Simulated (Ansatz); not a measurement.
Space group Pm-3m (No. 221). a = 3.772 Å, b = 3.772 Å, c = 3.772 Å, α = 90.00°, β = 90.00°, γ = 90.00°
```csv
atom,site,symmetry,x,y,z
Mg,1a,m-3m,0.0000,0.0000,0.0000
Ni,3c,4/mm.m,0.0000,0.5000,0.5000
C,1b,m-3m,0.5000,0.5000,0.5000
```

Equation of state of this MgNi3C structure (not necessarily the ground state), with shape and atoms relaxed at each volume where symmetry leaves them free. It has no gap at any of these volumes. These are results of DFT PBEsol, scalar-relativistic, plane waves, PAW (Ansatz 0.2.0), not measurements.

Plane waves to 420 eV, a k mesh through Γ of 10×10×10 on the computed 5-atom cell and Gaussian smearing (0.10 eV); no spin polarisation.

```json
{"V (Å³/atom)": "10.091", "E − E(largest V) (meV/atom)": "4.71", "P (GPa)": "13.63"}
{"V (Å³/atom)": "10.413", "E − E(largest V) (meV/atom)": "-15.01", "P (GPa)": "6.25"}
{"V (Å³/atom)": "10.735", "E − E(largest V) (meV/atom)": "-21.03", "P (GPa)": "-0.02"}
{"V (Å³/atom)": "11.057", "E − E(largest V) (meV/atom)": "-15.46", "P (GPa)": "-5.35"}
{"V (Å³/atom)": "11.379", "E − E(largest V) (meV/atom)": "0.00", "P (GPa)": "-9.88"}
```

Question: Fit a third-order Birch–Murnaghan equation to E(V).

Answer: V0 = 10.73 Å³/atom, B0 = 192 GPa, B0' = 4.4.

Spin polarisation was left out, and a magnetic state may lie lower.

Cost: 5 runs of about 1 core-minutes in all, on Arm Neoverse V2 (shared hosts).